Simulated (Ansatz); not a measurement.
## Data sheet: Ti₂SnC (DFT)

Ti₂SnC:
```
Ti2SnC
1.0
    3.16524     0.00000     0.00000
   -1.58262     2.74118     0.00000
    0.00000     0.00000    13.73098
Ti Sn C
4 2 2
Direct
  0.33333   0.66667   0.08075
  0.66667   0.33333   0.91925
  0.66667   0.33333   0.58075
  0.33333   0.66667   0.41925
  0.33333   0.66667   0.75000
  0.66667   0.33333   0.25000
  0.00000   0.00000   0.00000
  0.00000   0.00000   0.50000
```

Space group P6_3/mmc (No. 194); conventional cell a = 3.165 Å, b = 3.165 Å, c = 13.731 Å, α = 90.00°, β = 90.00°, γ = 120.00°.

Method: r²SCAN in the plane-wave PAW code Ansatz. The cell and atoms are relaxed at this level. Other levels are named where they apply.

Cell and energy:

- Volume per atom = 14.89 Å³
- Density = 6.31 g/cm³
- Formation energy from the elements (no fitted shifts) = -0.80 eV/atom

Electronic structure:

- Electronic character: metallic (no gap)
- Density of states at the Fermi level: 0.43 states/eV per atom (mean over ±0.08 eV)
- Gap with spin–orbit coupling: none (metallic)

Mechanics:

* **Bulk modulus (Birch–Murnaghan fit)**: 144 GPa
* **Pressure derivative B′**: 4.6
* **Elastic constants (relaxed ions, GPa)**: C11 = 276, C12 = 84.9, C13 = 74.7, C33 = 280, C44 = 101
* **Mechanical stability**: stable (all eigenvalues of C positive)
* **Hill bulk and shear moduli**: 145 and 99.4 GPa
* **Young's modulus**: 243 GPa
* **Poisson's ratio**: 0.22
* **Debye temperature from the elastic constants**: 531 K

Phonons:

* **Highest zone-centre frequency**: 610 cm⁻¹
* **Zone-centre stability**: no imaginary mode at Γ

Charges:

- Bader charges: Ti +1.49, Sn -0.88, C -2.11 e

The workflow started from a Materials Project entry (that database holds measured and hypothetical structures alike); the Crystallography Open Database copy checked does not list it. Its standing as an ambient phase is unchecked. Symmetry was held in the r²SCAN relaxation. The run is not spin-polarised. As this level gives no gap, shear constants depend on the k-mesh and smearing (Fermi–Dirac, 0.1 eV here). As this level gives no gap, phonon frequencies hold no LO–TO term and depend on the k-mesh and smearing (Fermi–Dirac, 0.1 eV here). The references are the lowest solids computed at this level, not always the standard phases. Spin–orbit coupling is left out wherever it is not named.

Potentials: the later of the program's two PAW sets.
